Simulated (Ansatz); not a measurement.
InSb:
```cif
data_In2Sb2
_chemical_formula_sum 'In2 Sb2'
_space_group_name_H-M_alt 'P63/mmc'
_space_group_IT_number 194
_space_group_name_Hall '-P 6c 2c'
_cell_length_a 4.23479
_cell_length_b 4.23479
_cell_length_c 7.34731
_cell_angle_alpha 90.000
_cell_angle_beta 90.000
_cell_angle_gamma 120.000
loop_
_atom_site_label
_atom_site_type_symbol
_atom_site_symmetry_multiplicity
_atom_site_Wyckoff_symbol
_atom_site_fract_x
_atom_site_fract_y
_atom_site_fract_z
_atom_site_occupancy
In1 In 2 a 0.00000 0.00000 0.00000 1
Sb1 Sb 2 c 0.33333 0.66667 0.25000 1
```

Relaxed with r²SCAN.

Task: Tabulate the valence density and the electron localisation function along the shortest In–Sb contact (3.06 Å), r²SCAN in the plane-wave PAW code Ansatz.

Result: 

```tsv
distance from In (Å)	density (e/Å³)	ELF
0.31	8.02	0.01
0.46	5.66	0.04
0.61	3.43	0.14
0.76	1.66	0.23
0.92	0.67	0.25
1.07	0.39	0.23
1.22	0.28	0.26
1.38	0.24	0.39
1.53	0.24	0.53
1.68	0.27	0.60
1.83	0.34	0.58
1.99	0.46	0.49
2.14	0.71	0.40
2.29	1.53	0.30
2.45	3.54	0.17
2.60	6.93	0.07
2.75	11.02	0.04
```

The density is the valence pseudo-density with augmentation charge, so density and ELF within about 1 Å of a nucleus are not all-electron values.

Space group P6_3/mmc (NiAs type). The start of the workflow was typed in or built on a structure type; neither database checked (COD, Materials Project) lists it. It is not the phase usual at ambient conditions (space group No. 216). The cell was relaxed with r²SCAN under the symmetry of its start; its stability against distortions is not shown here. Scalar-relativistic: spin–orbit coupling is off unless named, which matters more the heavier the elements.

Potentials: the earlier of the program's two PAW sets.
